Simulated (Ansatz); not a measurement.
**Formation energy of TaSb (zincblende structure)**

Level of theory: DFT, r²SCAN, scalar-relativistic, no spin polarisation; plane waves to 500 eV with PAW datasets (Ansatz 0.2.0), 10×10×10 k-mesh, Gaussian smearing of 0.05 eV; PAW files: Ansatz's generated set soft_2.

The start was a prototype's sites filled with these elements, not a measured cell.

Symmetry: F-43m, No. 216, cubic system. The conventional cell has a = 6.248 Å, b = 6.248 Å, c = 6.248 Å, α = 90.00°, β = 90.00°, γ = 90.00°. Ta (site symmetry -43m) is surrounded by 4 Sb at 2.71 Å. Around Sb (site symmetry -43m) lie 4 Ta at 2.71 Å. (Neighbours are counted to 15 % beyond the shortest distance.)

The elements were computed in their standard states with the same datasets, cutoff and functional. Absolute energies hang on the potentials; compare differences alone.

Energy of the relaxed cell (2 atoms, smearing extrapolated to zero): -16441.145 eV. Elements, in eV/atom: Ta -9944.320, Sb -6499.126.

Q: What is the formation energy?

A: [-16441.145 − (1 × -9944.320 + 1 × -6499.126)] / 2 = 1.15 eV/atom, or 111 kJ per mole of atoms.

The value is for 0 K, without zero-point energy. A positive value means that this structure is unstable even against the elements at this level.

These numbers lack spin–orbit coupling.
